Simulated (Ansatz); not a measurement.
Property card for Al3Ru2

Al3Ru2:
```yaml
crystal:
  lattice:
    - [-1.53635, 1.53635, 7.12843]
    - [1.53635, -1.53635, 7.12843]
    - [1.53635, 1.53635, -7.12843]
  atoms:
    - { symbol: Al, position: [0.00000, 0.00000, 0.00000] }
    - { symbol: Al, position: [0.80623, 0.80623, 0.00000] }
    - { symbol: Al, position: [0.19377, 0.19377, 0.00000] }
    - { symbol: Ru, position: [0.60557, 0.60557, 0.00000] }
    - { symbol: Ru, position: [0.39443, 0.39443, 0.00000] }
```

Space group I4/mmm (No. 139); conventional cell a = b = 3.073 Å, c = 14.257 Å, α = β = γ = 90.00°.

Method: plane-wave PAW PBEsol (Ansatz code). Structure relaxed to zero pressure with the same functional. Other levels are named where they apply.

### Cell and energy

```yaml
volume_per_atom: 13.46 Å³
density: 6.98 g/cm³
Formation energy from the elements (no fitted shifts): -0.67 eV/atom
```

### Electronic structure

```yaml
electronic_character: metallic (no gap)
Density of states at the Fermi level: 0.25 states/eV per atom (mean over ±0.08 eV)
Gap with spin–orbit coupling: none (metallic)
```

### Mechanics

```yaml
Bulk modulus (Birch–Murnaghan fit): 189 GPa
Pressure derivative B′: 4.6
```

### Phonons

```yaml
highest_zone_centre_frequency: 402 cm⁻¹
zone_centre_stability: no imaginary mode at Γ
```

The first step of the workflow began from a Materials Project structure, measured or hypothetical; the Crystallography Open Database copy checked does not list it. With Al and Ru taken as one species the cell has the higher symmetry I4/mmm, so it may be an ordered model of a mixed-site phase. Its standing as an ambient phase is unchecked. The cell was relaxed with PBEsol under the symmetry of its start. The run is not spin-polarised. As this level gives no gap, phonon frequencies hold no LO–TO term and depend on the k-mesh and smearing (Fermi–Dirac, 0.1 eV here). Axis ratios of metals converge slowly with the k-mesh, so a and c are less sure than the volume. The references are the lowest solids computed at this level, not always the standard phases. Spin–orbit coupling is left out wherever it is not named.

Potentials: the later of the program's two PAW sets.
